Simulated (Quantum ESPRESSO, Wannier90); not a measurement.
# Tight-binding from DFT: TiO₂ (anatase)

Structure: Materials Project mp-390, symmetrised, not relaxed again. COD (Crystallography Open Database) has the formula in 6 space groups, this one among them (matched by group alone). Computed values, not measurements, from PBEsol: Quantum ESPRESSO (norm-conserving PseudoDojo potentials, cutoff 68 Ry, no spin polarisation, no spin-orbit coupling) on a Γ-centred 8×8×8 mesh, then Wannier90. Density: 10×10×10 mesh, cold smearing 0.01 Ry.

```
begin unit_cell_cart
ang
    0.0000000000   -3.7825400000    0.0000000000
    3.7825400000    0.0000000000    0.0000000000
   -1.8912700000    1.8912700000    4.8075100000
end unit_cell_cart
mp_grid = 8 8 8
```

Which shells of neighbouring k-points and which b-vectors and weights does Wannier90 pick for this cell and mesh?


```
 *---------------------------------- K-MESH ----------------------------------*
 +----------------------------------------------------------------------------+
 |                    Distance to Nearest-Neighbour Shells                    |
 |                    ------------------------------------                    |
 |          Shell             Distance (Ang^-1)          Multiplicity         |
 |          -----             -----------------          ------------         |
 |             1                   0.163369                      2            |
 |             2                   0.223127                      8            |
 |             3                   0.293644                      4            |
 |             4                   0.321193                      8            |
 |             5                   0.326738                      2            |
 |             6                   0.336030                      8            |
 |             7                   0.415276                      4            |
 |             8                   0.439300                      8            |
       ... (lines left out)
 +----------------------------------------------------------------------------+
 | The b-vectors are chosen automatically                                     |
 | The following shells are used:                       1,  2                 |
 +----------------------------------------------------------------------------+
 |                        Shell   # Nearest-Neighbours                        |
 |                        -----   --------------------                        |
 |                          1               2                                 |
 |                          2               8                                 |
 +----------------------------------------------------------------------------+
 | Completeness relation is fully satisfied [Eq. (B1), PRB 56, 12847 (1997)]  |
 +----------------------------------------------------------------------------+
 |                  b_k Vectors (Ang^-1) and Weights (Ang^2)                  |
 |                  ----------------------------------------                  |
 |            No.         b_k(x)      b_k(y)      b_k(z)        w_b           |
 |            ---        --------------------------------     --------        |
 |             1         0.000000    0.000000    0.163369    12.935350        |
 |             2         0.000000    0.000000   -0.163369    12.935350        |
 |             3         0.207638    0.000000    0.081685     5.798655        |
 |             4         0.000000   -0.207638    0.081685     5.798655        |
 |             5         0.207638    0.000000   -0.081685     5.798655        |
 |             6         0.000000   -0.207638   -0.081685     5.798655        |
 |             7        -0.207638    0.000000   -0.081685     5.798655        |
 |             8        -0.207638    0.000000    0.081685     5.798655        |
 |             9         0.000000    0.207638   -0.081685     5.798655        |
 |            10         0.000000    0.207638    0.081685     5.798655        |
```
